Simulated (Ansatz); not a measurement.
Consider the following.

C:
```
C
1.0
    0.00000     1.77688     1.77688
    1.77688     0.00000     1.77688
    1.77688     1.77688     0.00000
C
2
Direct
  0.75000   0.75000   0.75000
  0.50000   0.50000   0.50000
```

This is the PBEsol-relaxed structure.

### Question
All from DFT-PBEsol in the program Ansatz with PAW potentials, unless another level is named. Predict the band gap.

### Answer
4.03 eV (indirect).

### Question
What about the smallest direct gap on the standard path?

### Answer
5.57 eV.

### Question
And the conduction-band minimum?

### Answer
on the Γ–X line, 73 % of the way from Γ (6 equivalent valleys).

### Question
Give the valence-band maximum.

### Answer
at Γ.

Space group Fd-3m (diamond). The PBEsol relaxation kept the symmetry of its start.

Potentials: the later of the program's two PAW sets.
